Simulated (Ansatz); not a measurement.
Geometry optimisation in Ansatz: input, command and trajectory.

```yaml
crystal:
  lattice:
    - [5.5622797256, 0.0, 0.0]
    - [0.0, 6.7887194796, 0.0]
    - [0.0, 0.0, 4.237975085]
  atoms:
    - { symbol: K, position: [0.2004, 0.3787, 0.0] }
    - { symbol: K, position: [0.7996, 0.6213, 0.0] }
    - { symbol: K, position: [0.7004, 0.1213, 0.5] }
    - { symbol: K, position: [0.2996, 0.8787, 0.5] }
    - { symbol: Re, position: [0.0, 0.0, 0.0] }
    - { symbol: Re, position: [0.5, 0.5, 0.5] }
basis:
  ecutwfc: 420
kpoints:
  mp_grid: { grid: [4, 4, 4] }
hamiltonian:
  xc: pbe
scf:
  occupations: { method: gaussian, width: 0.1 }
  lower_state_search: "off"
output:
  forces: true
  stress: true
  eigenvalues: true
relax:
  adjacent_minimum: "off"
  f_tol: 0.04
  max_steps: 70
  cell: { stress_tol: 0.4 }
```

```bash
ansatz run input.yaml --threads 1 --pin off --max-ram 2560MiB --backend cpu --events-out ev --progress --plain --runs-dir out
```

Method: DFT PBE, scalar-relativistic, plane waves, PAW in Ansatz.

Of 28 frames 10 are shown, positions in Å and forces in eV/Å; the SCF threshold varies from step to step. Steps run on the plane waves of an earlier cell, with a Pulay correction in the pressure. The basis is chosen afresh for the last frame, the zero of the energies, and at times for earlier ones too; energy and pressure step there, also at an unchanged geometry. Here that happened at step 22 (-82 meV/atom, 3.6 GPa); the frames before carry an error of that size. The mark taken_back stands on steps that the optimiser undid.

```xyz
6
Lattice="5.5623 0.0000 0.0000 0.0000 6.7887 0.0000 0.0000 0.0000 4.2380" Properties=species:S:1:pos:R:3:forces:R:3 pbc="T T T" step=1 free_energy_over_end_meV_per_atom=1373.04 pressure_GPa=11.95
K     1.1147    2.5709    0.0000   -0.3278   -0.4898    0.0000
K     4.4476    4.2178    0.0000    0.3278    0.4898    0.0000
K     3.8958    0.8235    2.1190   -0.3278    0.4898    0.0000
K     1.6665    5.9652    2.1190    0.3278   -0.4898    0.0000
Re    0.0000    0.0000    0.0000    0.0000    0.0000    0.0000
Re    2.7811    3.3944    2.1190    0.0000    0.0000    0.0000
6
Lattice="6.3069 0.0000 0.0000 0.0000 7.7528 0.0000 0.0000 0.0000 4.3640" Properties=species:S:1:pos:R:3:forces:R:3 pbc="T T T" step=4 free_energy_over_end_meV_per_atom=934.78 pressure_GPa=2.09
K     1.1757    2.7978    0.0000   -0.0279   -0.1183    0.0000
K     5.1312    4.9550    0.0000    0.0279    0.1183    0.0000
K     4.3291    1.0786    2.1820   -0.0279    0.1183    0.0000
K     1.9778    6.6742    2.1820    0.0279   -0.1183    0.0000
Re    0.0000    0.0000    0.0000    0.0000    0.0000    0.0000
Re    3.1534    3.8764    2.1820    0.0000    0.0000    0.0000
6
Lattice="6.6947 0.0000 0.0000 0.0000 8.4367 0.0000 0.0000 0.0000 3.7668" Properties=species:S:1:pos:R:3:forces:R:3 pbc="T T T" step=7 free_energy_over_end_meV_per_atom=703.76 pressure_GPa=-1.51
K     1.0998    2.8881    0.0000   -0.0815   -0.0775    0.0000
K     5.5949    5.5486    0.0000    0.0815    0.0775    0.0000
K     4.4471    1.3303    1.8834   -0.0815    0.0775    0.0000
K     2.2476    7.1064    1.8834    0.0815   -0.0775    0.0000
Re    0.0000    0.0000    0.0000    0.0000    0.0000    0.0000
Re    3.3473    4.2184    1.8834    0.0000    0.0000    0.0000
6
Lattice="6.8362 0.0000 0.0000 0.0000 8.6907 0.0000 0.0000 0.0000 3.1458" Properties=species:S:1:pos:R:3:forces:R:3 pbc="T T T" step=10 free_energy_over_end_meV_per_atom=399.57 pressure_GPa=-2.51
K     1.0163    2.8899    0.0000   -0.1434   -0.0291    0.0000
K     5.8199    5.8007    0.0000    0.1434    0.0291    0.0000
K     4.4344    1.4554    1.5729   -0.1434    0.0291    0.0000
K     2.4018    7.2353    1.5729    0.1434   -0.0291    0.0000
Re    0.0000    0.0000    0.0000    0.0000    0.0000    0.0000
Re    3.4181    4.3453    1.5729    0.0000    0.0000    0.0000
6
Lattice="6.9564 0.0000 0.0000 0.0000 9.1200 0.0000 0.0000 0.0000 2.7302" Properties=species:S:1:pos:R:3:forces:R:3 pbc="T T T" step=13 free_energy_over_end_meV_per_atom=252.89 pressure_GPa=-3.84 taken_back
K     0.6990    3.0052    0.0000    0.1003    0.0336    0.0000
K     6.2574    6.1148    0.0000   -0.1003   -0.0336    0.0000
K     4.1772    1.5548    1.3651    0.1003   -0.0336    0.0000
K     2.7792    7.5652    1.3651   -0.1003    0.0336    0.0000
Re    0.0000    0.0000    0.0000    0.0000    0.0000    0.0000
Re    3.4782    4.5600    1.3651    0.0000    0.0000    0.0000
6
Lattice="6.5022 0.0000 0.0000 0.0000 8.9976 0.0000 0.0000 0.0000 2.7296" Properties=species:S:1:pos:R:3:forces:R:3 pbc="T T T" step=16 free_energy_over_end_meV_per_atom=206.42 pressure_GPa=-0.31
K     0.5292    3.0093    0.0000   -0.0368   -0.0557    0.0000
K     5.9730    5.9882    0.0000    0.0368    0.0557    0.0000
K     3.7803    1.4894    1.3648   -0.0368    0.0557    0.0000
K     2.7219    7.5081    1.3648    0.0368   -0.0557    0.0000
Re    0.0000    0.0000    0.0000    0.0000    0.0000    0.0000
Re    3.2511    4.4988    1.3648    0.0000    0.0000    0.0000
6
Lattice="5.9910 0.0000 0.0000 0.0000 9.2022 0.0000 0.0000 0.0000 2.7223" Properties=species:S:1:pos:R:3:forces:R:3 pbc="T T T" step=19 free_energy_over_end_meV_per_atom=172.14 pressure_GPa=-0.05
K     0.0259    3.0802    0.0000   -0.0111    0.0066    0.0000
K     5.9651    6.1219    0.0000    0.0111   -0.0066    0.0000
K     3.0214    1.5209    1.3612   -0.0111   -0.0066    0.0000
K     2.9696    7.6813    1.3612    0.0111    0.0066    0.0000
Re    0.0000    0.0000    0.0000    0.0000    0.0000    0.0000
Re    2.9955    4.6011    1.3612    0.0000    0.0000    0.0000
6
Lattice="5.9624 0.0000 0.0000 0.0000 9.2015 0.0000 0.0000 0.0000 2.7218" Properties=species:S:1:pos:R:3:forces:R:3 pbc="T T T" step=22 free_energy_over_end_meV_per_atom=89.57 pressure_GPa=3.72
K    -0.0039    3.0876    0.0000    0.0019   -0.0321    0.0000
K     5.9664    6.1139    0.0000   -0.0019    0.0321    0.0000
K     2.9773    1.5132    1.3609    0.0019    0.0321    0.0000
K     2.9852    7.6883    1.3609   -0.0019   -0.0321    0.0000
Re    0.0000    0.0000    0.0000    0.0000    0.0000    0.0000
Re    2.9812    4.6007    1.3609    0.0000    0.0000    0.0000
6
Lattice="5.9383 0.0000 0.0000 0.0000 9.9542 0.0000 0.0000 0.0000 2.7236" Properties=species:S:1:pos:R:3:forces:R:3 pbc="T T T" step=25 free_energy_over_end_meV_per_atom=12.91 pressure_GPa=0.89
K    -0.0010    3.3256    0.0000    0.0006    0.0314    0.0000
K     5.9393    6.6286    0.0000   -0.0006   -0.0314    0.0000
K     2.9682    1.6515    1.3618    0.0006   -0.0314    0.0000
K     2.9702    8.3027    1.3618   -0.0006    0.0314    0.0000
Re    0.0000    0.0000    0.0000    0.0000    0.0000    0.0000
Re    2.9692    4.9771    1.3618    0.0000    0.0000    0.0000
6
Lattice="5.8057 0.0000 0.0000 0.0000 10.4615 0.0000 0.0000 0.0000 2.7265" Properties=species:S:1:pos:R:3:forces:R:3 pbc="T T T" step=28 free_energy_over_end_meV_per_atom=0.00 pressure_GPa=0.09
K     0.0001    3.5345    0.0000   -0.0001   -0.0147    0.0000
K     5.8056    6.9270    0.0000    0.0001    0.0147    0.0000
K     2.9030    1.6963    1.3632   -0.0001    0.0147    0.0000
K     2.9027    8.7653    1.3632    0.0001   -0.0147    0.0000
Re    0.0000    0.0000    0.0000    0.0000    0.0000    0.0000
Re    2.9029    5.2308    1.3632    0.0000    0.0000    0.0000
```

The start puts this composition into another compound's structure type, which needn't suit it. At the end the space group is Immm (tolerance 0.05 Å).

Time: 5.3 min on 1 thread of Arm Neoverse V1, on a shared host, peak memory 0.47 GiB.

The k mesh is coarse. Spin–orbit coupling is left out, which can shift energies with elements as heavy as these.